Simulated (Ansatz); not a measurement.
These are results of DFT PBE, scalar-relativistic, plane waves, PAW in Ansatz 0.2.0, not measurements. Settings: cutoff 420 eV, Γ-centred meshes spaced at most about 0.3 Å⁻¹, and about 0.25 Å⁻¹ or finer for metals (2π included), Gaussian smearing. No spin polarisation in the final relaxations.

Temperature and zero-point effects are left out.

Two forms of ReS₃ were relaxed alike.

A.

```
Re S
1.0
    -2.06246    2.06246    3.31239
     2.06246   -2.06246    3.31239
     2.06246    2.06246   -3.31239
Re S
1 3
Direct
  0.00000 0.00000 0.00000
  0.75000 0.25000 0.50000
  0.25000 0.75000 0.50000
  0.50000 0.50000 0.00000
```

B.

```
Re S
1.0
     3.30057    0.00000    0.00000
     0.00000    3.30057    0.00000
     0.00000    0.00000    8.50951
Re S
1 3
Direct
  0.00000 0.00000 0.00000
  0.00000 0.50000 0.50000
  0.50000 0.00000 0.50000
  0.50000 0.50000 0.00000
```

Problem. Which is lower in energy, and by how much?

Solution. A is lower, by 177 meV/atom. A has Re and S ordered on fcc sites, space group I4/mmm (No. 139), 14.1 Å³/atom and no gap on its mesh; B has space group P4/mmm (No. 123), 23.2 Å³/atom and no gap. Counting S atoms around Re (those within 1.25 times the shortest such distance or 1.15 times the sum of covalent radii; a plus sign parts nearer from farther groups), A has Re 8+4 and B has Re 4. B holds S–S nets (shortest 2.33 Å); in A the shortest S–S distance is 2.65 Å, near bonding range too. Even the lower one lies +0.79 eV/atom against the reference forms of the elements (uncorrected), so neither is stable at this level. Both come from invented guesses. A third cell relaxed alike, in P6_3/mmc, lies 0.90 eV/atom below the lower of the two.

Weakly bound directions are ill-defined at this level, which has no dispersion term (P4/mmm), and this can change margins and order among such cells. These runs have no spin–orbit coupling, which can matter for Re. In I4/mmm, P4/mmm an odd number of electrons in the primitive cell allows no gap without spin; a larger cell or a magnetic state could open one. Cells relaxed within their symmetry can be saddle points.
